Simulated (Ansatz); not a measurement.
HfS2:
```xyz
3
Lattice="3.5567 0.0000 0.0000 -1.7783 3.0802 0.0000 0.0000 0.0000 5.6803" Properties=species:S:1:pos:R:3 pbc="T T T"
Hf     0.0000     0.0000     0.0000
S      0.0000     2.0534     1.4457
S      1.7783     1.0267     4.2347
```

LDA in the plane-wave PAW code Ansatz gives a gap of 0.58 eV without spin–orbit coupling, maximum on the Γ–M line, 6 % of the way from Γ, minimum at L.

Q: What happens when spin–orbit coupling is switched on?

A: The gap drops by 0.02 eV, to 0.56 eV; maximum at Γ, minimum at L.

Q: Give the electron effective mass with spin–orbit coupling.

A: 0.23, 0.67, 2.5 mₑ (principal values).

Q: Give the hole effective mass with spin–orbit coupling.

A: 0.20, 3.1, 3.1 mₑ (principal values).

Space group P-3m1 (CdI2 type). Symmetry was held in the LDA relaxation. No spin polarisation was allowed. A crystal of weakly bound layers computed without a dispersion correction: the cell and the soft elastic constants depend strongly on that.

Potentials: the later of the program's two PAW sets.
